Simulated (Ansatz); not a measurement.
# Notes on Ba2LiB6Os

```
CELL_PARAMETERS angstrom
0.00000 3.98073 3.98073
3.98073 0.00000 3.98073
3.98073 3.98073 0.00000
ATOMIC_POSITIONS crystal
Li 0.50000 0.50000 0.50000
Ba 0.25000 0.25000 0.25000
Ba 0.75000 0.75000 0.75000
Os 0.00000 0.00000 0.00000
B 0.76700 0.23300 0.23300
B 0.23300 0.76700 0.23300
B 0.23300 0.76700 0.76700
B 0.76700 0.23300 0.76700
B 0.23300 0.23300 0.76700
B 0.76700 0.76700 0.23300
```

Single point in Ansatz 0.2.0 with r2SCAN, no spin polarisation. Cutoff 500 eV, PAW datasets, 7×7×7 Γ-centred k mesh, gaussian filling (width 0.1688 eV).

(1) What is the formation energy?

(2) Is there a gap?

(3) Where is the largest force?

(4) Which element gives electrons and which takes them?

Origin: a known structure type with other elements, at an estimated volume, so it need not be a known compound. Caveats: many states at the Fermi level without spin polarisation, so a magnetic state may lie lower; atoms or cell far from equilibrium; wide smearing.

Answers

(1) 1.49 eV an atom against the elements' usual phases (free molecules for gases, crystals otherwise, with no correction for O₂ or N₂), so at this geometry it isn't bound against them. Relaxing would lower it.

(2) It is a metal, with about 4.1 states/eV a cell as the mean within 0.25 eV of the Fermi level, mostly B p (66 %) and B s (19 %).

(3) The largest is on B10 (and as large on other atoms): 5.02 eV/Å, components (0.00, 0.00, -5.02). It makes 180° with the line to a nearest neighbour, Os4 at 1.86 Å, pointing away from it.

(4) Bader charges in e: Ba +1.00, Li +0.81, B -0.02, Os -2.69. In the mean Ba gives up most and Os takes most.
